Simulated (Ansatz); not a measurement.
Density of states of a Co₅Si₃ cell (a random packing after short dynamics, relaxed), per eV and atom, broadened by Gaussian smearing of width 0.1 eV and averaged over bins of 0.2 eV, from 8 eV under the Fermi level at most up to where the solved bands end.

Theory: DFT PBE, scalar-relativistic, plane waves, PAW (Ansatz 0.2.0).

Cutoff 420 eV; k points 5×6×5 on the computed 16-atom cell (Γ-centred); Gaussian smearing, width 0.10 eV; collinear spin from starting moments 0.71 0.24 0.51 0.41 1.8 1 0.87 0.72 0.6 0.44 0 0 0 0 0 0 μB.

```xyz
16
Lattice="6.4194 -0.0292 0.0703 -0.0220 4.3865 -0.2378 0.0714 -0.2913 6.3485" Properties=species:S:1:pos:R:3 pbc="T T T"
Co    2.6862    4.0430    0.0322
Co    4.9692    4.0397    1.1223
Co    4.0920    0.6412    4.7819
Co    0.0550    2.0586    3.9826
Co    1.7672    2.7068    2.0383
Co    3.6598    1.8514    0.7540
Co    0.9195    0.5249    1.9484
Co    1.6576    4.1470    4.1417
Co    6.2469    0.9571    6.1774
Co    3.9491    2.8414    3.1791
Si    4.6617    2.8352    5.3699
Si    2.2474    1.9744    4.8144
Si    0.5203    3.5058   -0.1226
Si    5.6297    1.9544    1.9115
Si    3.1324    0.5132    2.5970
Si    5.9113    4.1729    3.4155
```

```tsv
E − E_F (eV)	total	Co 3d	Si 3p	Co 4s	Si 3s
-7.95	0.171	0.030	0.043	0.017	0.078
-7.75	0.175	0.033	0.045	0.018	0.076
-7.55	0.152	0.032	0.037	0.014	0.066
-7.35	0.091	0.022	0.020	0.008	0.039
-7.15	0.072	0.016	0.021	0.008	0.025
-6.95	0.132	0.023	0.061	0.024	0.020
-6.75	0.173	0.028	0.092	0.034	0.015
-6.55	0.271	0.046	0.146	0.052	0.022
-6.35	0.224	0.042	0.120	0.039	0.018
-6.15	0.251	0.054	0.130	0.042	0.020
-5.95	0.312	0.073	0.161	0.048	0.023
-5.75	0.306	0.082	0.155	0.041	0.022
-5.55	0.392	0.114	0.193	0.052	0.026
-5.35	0.387	0.124	0.185	0.047	0.024
-5.15	0.403	0.142	0.186	0.044	0.023
-4.95	0.456	0.174	0.203	0.047	0.023
-4.75	0.437	0.182	0.187	0.040	0.020
-4.55	0.502	0.233	0.198	0.043	0.018
-4.35	0.577	0.296	0.211	0.043	0.017
-4.15	0.627	0.354	0.207	0.039	0.015
-3.95	0.714	0.436	0.207	0.040	0.016
-3.75	0.854	0.561	0.217	0.041	0.017
-3.55	0.908	0.636	0.195	0.040	0.015
-3.35	0.942	0.710	0.159	0.037	0.012
-3.15	1.087	0.851	0.155	0.039	0.011
-2.95	1.192	0.962	0.136	0.043	0.011
-2.75	1.466	1.218	0.136	0.048	0.012
-2.55	1.455	1.233	0.116	0.039	0.011
-2.35	1.470	1.263	0.109	0.034	0.011
-2.15	1.452	1.268	0.099	0.027	0.010
-1.95	1.395	1.232	0.087	0.023	0.010
-1.75	1.319	1.183	0.069	0.019	0.008
-1.55	1.452	1.326	0.063	0.018	0.008
-1.35	1.515	1.400	0.056	0.017	0.008
-1.15	1.661	1.553	0.050	0.016	0.009
-0.95	1.828	1.716	0.051	0.016	0.010
-0.75	1.824	1.707	0.053	0.017	0.012
-0.55	1.546	1.435	0.053	0.016	0.012
-0.35	1.152	1.045	0.056	0.015	0.012
-0.15	0.969	0.853	0.065	0.016	0.012
0.05	0.817	0.695	0.071	0.016	0.014
0.25	0.741	0.624	0.068	0.015	0.015
0.45	0.845	0.695	0.088	0.020	0.019
```

The columns after the total are the largest Löwdin projections on the valence shells of the potentials, so they needn't add up, and the weight of a shell that a potential lacks goes to other orbitals. The cell has no gap on the mesh.

Cost: 2 runs of about 29 core-minutes in all (earlier runs that led there not counted), on AMD EPYC 9R45 (Zen 5) (shared hosts).